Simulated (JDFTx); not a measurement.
Mo(110) slab cut from bulk Mo (space group Im-3m, indices of the conventional cell, lattice of the Materials Project entry mp-129, not re-optimised): 6 atoms in 6 planes, a 1x1 cell of 7.09 Å² (|a| = 2.743, |b| = 2.743 Å), 11.0 Å between the outermost planes, cell height 27.2 Å, 8×8×1 k mesh, Fermi smearing 0.01 Ha, no spin polarisation.

Level of theory: PBE, GBRV ultrasoft potentials, plane waves to 20/100 Ha; code: JDFTx (a modified build). Liquid: CANDLE, water, 1 M NaCl. Between zero charge and 0.32 V from it the run gives σ = 6.0 μC/cm², a mean capacitance of 18.5 μF/cm². The liquid has ε = 78.4, a 1:1 salt at 1 M with linear (Debye) response, and T = 298 K.

Working it through: the Debye length, the diffuse-layer capacitance, and the inner capacitance that is left when the two stand in series.

Each ion has density c = 1 × 6.022×10⁻⁴ = 6.022e-04 Å⁻³. λ² = ε kT / (8π (e²/4πε₀) c) with kT = 0.02568 eV and e²/4πε₀ = 14.40 eV Å gives λ = 3.04 Å; the log prints 3.04 Å. C_diffuse = ε₀ε/λ = 228 μF/cm². Then 1/C_inner = 1/18.5 − 1/228, so C_inner = 20.2 μF/cm², which equals a vacuum gap of ε₀/C_inner = 0.44 Å. The diffuse layer takes 8 % of the potential drop; the rest lies between the electrode's charge and the onset of the dielectric, with the electrode's own (quantum) capacitance in it. The split is a model: in the calculation solvent and ions share one smooth cavity.
